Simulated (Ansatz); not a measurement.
CaZrN₂:
```cif
data_Ca3N6Zr3
_chemical_formula_sum 'Ca3 Zr3 N6'
_space_group_name_H-M_alt 'R-3m :H'
_space_group_IT_number 166
_space_group_name_Hall '-R 3 2"'
_cell_length_a 3.28597
_cell_length_b 3.28597
_cell_length_c 16.66744
_cell_angle_alpha 90.000
_cell_angle_beta 90.000
_cell_angle_gamma 120.000
loop_
_atom_site_label
_atom_site_type_symbol
_atom_site_symmetry_multiplicity
_atom_site_Wyckoff_symbol
_atom_site_fract_x
_atom_site_fract_y
_atom_site_fract_z
_atom_site_occupancy
Ca1 Ca 3 a 0.00000 0.00000 0.00000 1
Zr1 Zr 3 b 0.00000 0.00000 0.50000 1
N1 N 6 c 0.00000 0.00000 0.23853 1
```
(The calculation used a cell of 4 atoms; values per cell refer to that cell.)

Relaxed with PBEsol.

**Question.** Which orbitals make up the states near the band edges in PBEsol in the plane-wave PAW code Ansatz?

**Answer.** Top 1 eV of the valence band: N 2p 87 %, Zr 4d 5 %, outside the projected shells 5 %. Bottom 1 eV of the conduction band: Zr 4d 53 %, N 2p 19 %, Ca 4s 5 %, outside the projected shells 20 %. Projections are on Löwdin-orthogonalised atomic valence shells; empty p or d shells of many metals are not among them.

**Question.** Tabulate the density of states.

**Answer.** States/eV per cell of 4 atoms, in 0.25 eV bins, energy from the valence-band maximum.

| E (eV) | total | N 2p | Zr 4d | Ca 4s |
|---|---|---|---|---|
| -7.85 | 0.00 | 0.00 | 0.00 | 0.00 |
| -7.60 | 0.00 | 0.00 | 0.00 | 0.00 |
| -7.35 | 0.00 | 0.00 | 0.00 | 0.00 |
| -7.10 | 0.00 | 0.00 | 0.00 | 0.00 |
| -6.85 | 0.00 | 0.00 | 0.00 | 0.00 |
| -6.60 | 0.00 | 0.00 | 0.00 | 0.00 |
| -6.35 | 0.00 | 0.00 | 0.00 | 0.00 |
| -6.10 | 0.00 | 0.00 | 0.00 | 0.00 |
| -5.85 | 0.00 | 0.00 | 0.00 | 0.00 |
| -5.60 | 0.00 | 0.00 | 0.00 | 0.00 |
| -5.35 | 0.00 | 0.00 | 0.00 | 0.00 |
| -5.10 | 0.00 | 0.00 | 0.00 | 0.00 |
| -4.85 | 0.00 | 0.00 | 0.00 | 0.00 |
| -4.60 | 0.34 | 0.19 | 0.10 | 0.02 |
| -4.35 | 0.78 | 0.43 | 0.23 | 0.04 |
| -4.10 | 1.39 | 0.79 | 0.40 | 0.06 |
| -3.85 | 2.46 | 1.44 | 0.66 | 0.13 |
| -3.60 | 2.64 | 1.59 | 0.69 | 0.15 |
| -3.35 | 1.03 | 0.65 | 0.24 | 0.04 |
| -3.10 | 4.16 | 2.75 | 0.91 | 0.10 |
| -2.85 | 3.86 | 2.54 | 1.03 | 0.05 |
| -2.60 | 5.35 | 3.60 | 1.43 | 0.03 |
| -2.35 | 4.20 | 2.97 | 0.90 | 0.02 |
| -2.10 | 5.09 | 3.81 | 0.81 | 0.02 |
| -1.85 | 1.79 | 1.33 | 0.28 | 0.01 |
| -1.60 | 2.03 | 1.57 | 0.23 | 0.04 |
| -1.35 | 3.45 | 2.84 | 0.23 | 0.05 |
| -1.10 | 3.81 | 3.21 | 0.26 | 0.03 |
| -0.85 | 3.56 | 3.07 | 0.19 | 0.03 |
| -0.60 | 1.58 | 1.39 | 0.07 | 0.01 |
| -0.35 | 0.41 | 0.37 | 0.02 | 0.00 |
| -0.10 | 0.07 | 0.06 | 0.00 | 0.00 |
| 0.15 | 0.00 | 0.00 | 0.00 | 0.00 |
| 0.40 | 0.02 | 0.00 | 0.01 | 0.00 |
| 0.65 | 0.15 | 0.02 | 0.08 | 0.01 |
| 0.90 | 0.27 | 0.05 | 0.14 | 0.01 |
| 1.15 | 0.40 | 0.08 | 0.21 | 0.02 |
| 1.40 | 0.53 | 0.11 | 0.28 | 0.02 |
| 1.65 | 0.69 | 0.14 | 0.37 | 0.03 |
| 1.90 | 0.90 | 0.18 | 0.50 | 0.03 |
| 2.15 | 1.26 | 0.25 | 0.74 | 0.03 |
| 2.40 | 1.32 | 0.24 | 0.82 | 0.03 |
| 2.65 | 1.48 | 0.24 | 1.00 | 0.02 |
| 2.90 | 1.34 | 0.23 | 0.92 | 0.02 |
| 3.15 | 1.40 | 0.21 | 0.95 | 0.04 |
| 3.40 | 1.19 | 0.20 | 0.68 | 0.05 |
| 3.65 | 1.64 | 0.29 | 0.85 | 0.06 |
| 3.90 | 2.10 | 0.38 | 1.06 | 0.05 |
| 4.15 | 1.96 | 0.33 | 1.10 | 0.04 |
| 4.40 | 2.31 | 0.31 | 1.18 | 0.05 |
| 4.65 | 2.85 | 0.36 | 1.46 | 0.05 |
| 4.90 | 3.58 | 0.45 | 2.14 | 0.07 |
| 5.15 | 4.29 | 0.44 | 2.63 | 0.11 |

The first step of the workflow began from a Materials Project structure, measured or hypothetical; the Crystallography Open Database copy checked does not list it. Whether it is the stable phase at ambient conditions was not checked. Symmetry was held in the PBEsol relaxation; of distortions, only those at the zone centre were tested. The run is not spin-polarised. Scalar-relativistic: spin–orbit coupling is off unless named, which matters more the heavier the elements.

Potentials: the later of the program's two PAW sets.
